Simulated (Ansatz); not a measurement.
ScOF:
```
ScOF
1.0
    5.08226     0.00000     0.00000
    0.00000     5.11747     0.00000
   -0.33367     0.00000     5.26486
Sc F O
4 4 4
Direct
  0.25685   0.22060   0.01474
  0.74315   0.72060   0.98526
  0.28098   0.74631   0.44554
  0.71902   0.24631   0.55446
  0.05998   0.38118   0.37177
  0.94002   0.88118   0.62823
  0.44062   0.49340   0.74028
  0.55938   0.99340   0.25972
  0.07187   0.89059   0.14152
  0.92813   0.39059   0.85848
  0.47175   0.99392   0.75112
  0.52825   0.49392   0.24888
```

Relaxed with PBE.

Question: Which orbitals make up the states near the band edges in plane-wave PAW PBE (Ansatz code)?

Answer: Top 1 eV of the valence band: O 2p 80 %, F 2p 10 %, Sc 3d 8 %. Bottom 1 eV of the conduction band: Sc 3d 92 %. Projections are on Löwdin-orthogonalised atomic valence shells; empty p or d shells of many metals are not among them.

Question: Tabulate the density of states.

Answer: States/eV per cell of 12 atoms, in 0.25 eV bins, energy from the valence-band maximum.

```tsv
E (eV)	total	Sc 3d	F 2p	O 2p
-5.60	0.00	0.00	0.00	0.00
-5.35	3.21	0.35	2.37	0.34
-5.10	13.35	1.31	10.45	1.08
-4.85	18.85	1.83	15.48	1.05
-4.60	12.56	0.85	10.89	0.46
-4.35	2.78	0.26	2.23	0.22
-4.10	14.77	1.14	12.24	0.93
-3.85	5.35	0.43	4.49	0.31
-3.60	8.26	0.60	6.96	0.55
-3.35	9.23	0.56	7.58	0.85
-3.10	7.65	0.41	6.39	0.70
-2.85	0.00	0.00	0.00	0.00
-2.60	0.00	0.00	0.00	0.00
-2.35	0.00	0.00	0.00	0.00
-2.10	0.03	0.01	0.00	0.02
-1.85	13.04	2.28	1.34	8.91
-1.60	14.24	2.25	1.34	10.10
-1.35	17.94	2.33	1.87	13.13
-1.10	15.44	1.76	1.76	11.49
-0.85	15.39	1.42	1.85	11.76
-0.60	5.70	0.48	0.66	4.44
-0.35	8.44	0.71	0.64	6.94
-0.10	5.79	0.37	0.36	4.97
0.15	0.00	0.00	0.00	0.00
0.40	0.00	0.00	0.00	0.00
0.65	0.00	0.00	0.00	0.00
0.90	0.00	0.00	0.00	0.00
1.15	0.00	0.00	0.00	0.00
1.40	0.00	0.00	0.00	0.00
1.65	0.00	0.00	0.00	0.00
1.90	0.00	0.00	0.00	0.00
2.15	0.00	0.00	0.00	0.00
2.40	0.00	0.00	0.00	0.00
2.65	0.00	0.00	0.00	0.00
2.90	0.00	0.00	0.00	0.00
3.15	0.00	0.00	0.00	0.00
3.40	0.00	0.00	0.00	0.00
3.65	0.00	0.00	0.00	0.00
3.90	0.00	0.00	0.00	0.00
4.15	0.00	0.00	0.00	0.00
4.40	4.62	4.29	0.13	0.11
4.65	11.20	10.27	0.33	0.35
4.90	15.06	13.98	0.34	0.39
5.15	16.23	14.88	0.38	0.50
5.40	16.95	15.20	0.43	0.58
5.65	13.05	11.15	0.32	0.83
5.90	13.19	11.00	0.29	1.04
6.15	8.70	6.99	0.28	0.81
6.40	12.95	10.25	0.49	1.36
6.65	13.57	10.61	0.55	1.41
6.90	3.68	2.80	0.15	0.46
7.15	8.97	6.33	0.32	1.36
7.40	10.02	7.06	0.41	1.62
7.65	9.84	6.83	0.47	1.77
7.90	2.77	1.83	0.13	0.55
8.15	0.83	0.29	0.03	0.12
8.40	0.76	0.15	0.02	0.08
8.65	0.84	0.11	0.03	0.08
8.90	0.96	0.10	0.03	0.08
9.15	1.01	0.08	0.03	0.08
```

Space group P2_1. The start of the workflow was typed in or built on a structure type; neither database checked (COD, Materials Project) lists it. Its standing as an ambient phase is unchecked. The cell was relaxed with PBE under the symmetry of its start; whether a distortion lowers the energy is not shown. No spin polarisation was allowed.

Potentials: the earlier of the program's two PAW sets.
